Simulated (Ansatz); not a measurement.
ZrZn:
```yaml
crystal:
  lattice:
    - [3.32302, 0.00000, 0.00000]
    - [0.00000, 3.32302, 0.00000]
    - [0.00000, 0.00000, 3.32302]
  atoms:
    - { symbol: Zn, position: [0.00000, 0.00000, 0.00000] }
    - { symbol: Zr, position: [0.50000, 0.50000, 0.50000] }
```

Relaxed with r²SCAN.

Problem. Tabulate the valence density and the electron localisation function along the shortest Zr–Zr contact (3.32 Å), DFT-r²SCAN in the program Ansatz with PAW potentials.

Solution. 

```
distance from Zr (Å)  density (e/Å³)   ELF
--------------------  --------------  ----
0.33                            4.07  0.53
0.50                            3.85  0.79
0.66                            2.63  0.83
0.83                            1.37  0.73
1.00                            0.62  0.44
1.16                            0.31  0.22
1.33                            0.21  0.20
1.50                            0.18  0.28
1.66                            0.17  0.33
1.83                            0.18  0.28
1.99                            0.21  0.20
2.16                            0.31  0.22
2.33                            0.62  0.44
2.49                            1.37  0.73
2.66                            2.63  0.83
2.82                            3.85  0.79
2.99                            4.07  0.53
```

The density is the valence pseudo-density with augmentation charge, so density and ELF within about 1 Å of a nucleus are not all-electron values.

Space group Pm-3m (CsCl type). The workflow started from an entry of the Crystallography Open Database (COD). Whether it is the stable phase at ambient conditions was not checked. The r²SCAN relaxation kept the symmetry of its start; whether a distortion lowers the energy is not shown. No spin polarisation was allowed.

Potentials: the later of the program's two PAW sets.
